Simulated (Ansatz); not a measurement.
Given:

CdS (zinc blende)

```yaml
crystal:
  lattice:
    - [0.00000, 5.92710, 5.92710]
    - [2.96355, 0.00000, 2.96355]
    - [2.96355, 2.96355, 0.00000]
  atoms:
    - { symbol: S, position: [0.37500, 0.75000, 0.75000] }
    - { symbol: S, position: [0.87500, 0.75000, 0.75000] }
    - { symbol: Cd, position: [0.00000, 0.00000, 0.00000] }
    - { symbol: Cd, position: [0.50000, 0.00000, 0.00000] }
```

The atoms are displaced by Q × the pattern below (from a DFPT mode at L = (0.5, 0.0, 0.0), largest move 1; Q in Å), at fixed cell. (q is in reciprocal vectors of the primitive cell; the cell shown is doubled to hold the pattern.)

```
atom       x       y       z
----  ------  ------  ------
S1     0.577  -0.577  -0.577
S2    -0.577   0.577   0.577
Cd3   -0.048   0.048   0.048
Cd4    0.048  -0.048  -0.048
```

The numbers are results of PBE (plane waves to 420 eV, PAW, scalar-relativistic; Ansatz, a program for electronic structure), not measurements. k mesh 5×10×10 (Γ-centred), Fermi-Dirac smearing 0.05 eV. The energy includes the smearing's −TS. CdS was relaxed with its symmetry unable to fall. The PAW data are Ansatz's earlier set. The zero of ΔE is the undisplaced structure.

The scan covers Q from -0.100 to 0.100 Å in 13 points.

**Question.** Which space group does the distorted structure have?

**Answer.** R3m (No. 160), lowered from F-43m.

**Question.** What is the energy change at Q = 0.100 Å?

**Answer.** 95.9 meV/cell.

**Question.** What harmonic wavenumber does the curvature at Q = 0 give?

**Answer.** 281 cm⁻¹.

(A displaced cell: forces are minus the slopes of the energy, force constants its curvatures, and phonons follow from these.)
